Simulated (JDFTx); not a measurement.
Reference run:

Ir(100) slab cut from bulk Ir (space group Fm-3m, indices of the conventional cell, lattice of the Materials Project entry mp-101, not re-optimised): 5 atoms in 5 planes, a 1x1 cell of 7.43 Å² (|a| = 2.725, |b| = 2.725 Å), 7.7 Å between the outermost planes, cell height 23.7 Å, 8×8×1 k mesh, Fermi smearing 0.01 Ha, no spin polarisation.

Reference level: PBE, GBRV ultrasoft potentials, plane waves to 20/100 Ha, in a modified build of JDFTx. Unrelaxed; liquid: CANDLE, water, 1 M NaF. U vs SHE = −μ/e − 4.44 V throughout (conventional absolute potential of the hydrogen electrode).

```csv
slab thickness,work function (eV),U_pzc (V),k states × plane waves,"cycles, vacuum run","rough core time, vacuum run"
"2 atoms, 1.9 Å",?,?,15 × 3832,17,80 s
"3 atoms, 3.9 Å",5.47,0.74,15 × 4260,18,2 min
"4 atoms, 5.8 Å",5.49,0.76,15 × 4668,20,4 min
"5 atoms, 7.7 Å",5.49,0.76,15 × 5073,22,5 min
```

Fill in the missing entries.


- 2 atoms, 1.9 Å, work function (eV): 5.58
- 2 atoms, 1.9 Å, U_pzc (V): 0.85

The times are rough (shared hosts); only ratios past two mean anything.
